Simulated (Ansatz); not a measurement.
NbP2 in space group Cmc2_1 (No. 36; Nb on 4a, P on 4a, P on 4a), the program Ansatz at the r²SCAN level (PAW), all energies at zero smearing, with the estimated change up to a 700 eV cutoff added, with one set of potentials and settings (totals compare only within such a set). Cell of 6 atoms (2 Nb, 4 P): -12168.244 eV.

| element | reference phase | E (eV/atom) |
|---|---|---|
| Nb | Im-3m, 1 atoms in the cell | -4563.6587 |
| P | Cmce, 4 atoms in the cell | -759.1670 |

Formation energy per atom, worked out: (-12168.244 − 2×(-4563.6587) − 4×(-759.1670))/6 = -0.710 eV/atom (-68 kJ per mol of atoms), at 0 K, without zero-point energy or fitted corrections.

The start of the workflow was typed in or built on a structure type; neither database checked (COD, Materials Project) lists it. Its standing as an ambient phase is unchecked. Symmetry was held in the r²SCAN relaxation; whether a distortion lowers the energy is not shown. No spin polarisation was allowed. The references are the lowest solids computed at this level, not always the standard phases.

Potentials: the earlier of the program's two PAW sets. The files were generated under PBE; for other functionals the program regenerates the frozen cores, and for LDA and PBEsol the local potential too.
